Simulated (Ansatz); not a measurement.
Pb:
```
Pb
1.0
    0.00000     2.47936     2.47936
    2.47936     0.00000     2.47936
    2.47936     2.47936     0.00000
Pb
1
Direct
  0.00000   0.00000   0.00000
```

Relaxed with PBE+D3(BJ). Special points in fractions of this cell's reciprocal vectors: Γ (0.000, 0.000, 0.000); X (0.500, 0.000, 0.500); U (0.625, 0.250, 0.625); K (0.375, 0.375, 0.750); L (0.500, 0.500, 0.500); W (0.500, 0.250, 0.750).

**Question.** List the band energies nearest the Fermi level at these points for the program Ansatz at the PBE+D3(BJ) level (PAW).

**Answer.** In eV from the Fermi level; about four levels below and three above (degenerate sets whole), none deeper than 8.9 eV; … stands for higher levels left out; points with the same levels are listed once.

| k | below | above |
|---|---|---|
| Γ | – | 7.34 7.34 7.34 |
| X | -6.75 -3.29 | 2.01 2.01 … |
| U | -6.83 -2.31 -1.25 | 2.93 … |
| L | -8.15 -4.22 | 5.52 5.52 … |
| W | -6.64 -1.40 -1.40 | 0.23 … |

Space group Fm-3m (fcc (Cu type)). The cell was relaxed with PBE+D3(BJ) under the symmetry of its start. The pairwise dispersion correction was not fitted to metals. Scalar-relativistic: spin–orbit coupling is off unless named, which matters more the heavier the elements.

Potentials: the later of the program's two PAW sets.
